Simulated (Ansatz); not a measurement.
## Computed properties of Y3Si

Y₃Si:
```yaml
crystal:
  lattice:
    - [0.00000, 3.69954, 3.69954]
    - [3.69954, 0.00000, 3.69954]
    - [3.69954, 3.69954, 0.00000]
  atoms:
    - { symbol: Si, position: [0.00000, 0.00000, 0.00000] }
    - { symbol: Y, position: [0.50000, 0.50000, 0.50000] }
    - { symbol: Y, position: [0.25000, 0.25000, 0.25000] }
    - { symbol: Y, position: [0.75000, 0.75000, 0.75000] }
```

Space group Fm-3m (No. 225); conventional cell a = 7.3991 Å, b = 7.3991 Å, c = 7.3991 Å, α = 90.00°, β = 90.00°, γ = 90.00°.

Method: the program Ansatz at the PBE level (PAW). The cell and atoms are relaxed at this level. Other levels are named where they apply.

Cell and energy:

- Volume per atom = 25.32 Å³
- Density = 4.83 g/cm³
- Formation energy from the elements (no fitted shifts) = -0.020 eV/atom

Electronic structure:

- Electronic character = metallic (no gap)
- Density of states at the Fermi level = 2.0 states/eV per atom (mean over ±0.08 eV)

Mechanics:

- Bulk modulus (Birch–Murnaghan fit): 52.9 GPa
- Pressure derivative B′: 4.0

The cell is a constructed one: a structure type filled with these elements; neither database checked (COD, Materials Project) lists it. Whether it is the stable phase at ambient conditions was not checked. Symmetry was held in the PBE relaxation; its stability against distortions is not shown here. No spin polarisation was allowed. The references are the lowest solids computed at this level, not always the standard phases. Spin–orbit coupling is left out wherever it is not named.

Potentials: the later of the program's two PAW sets.
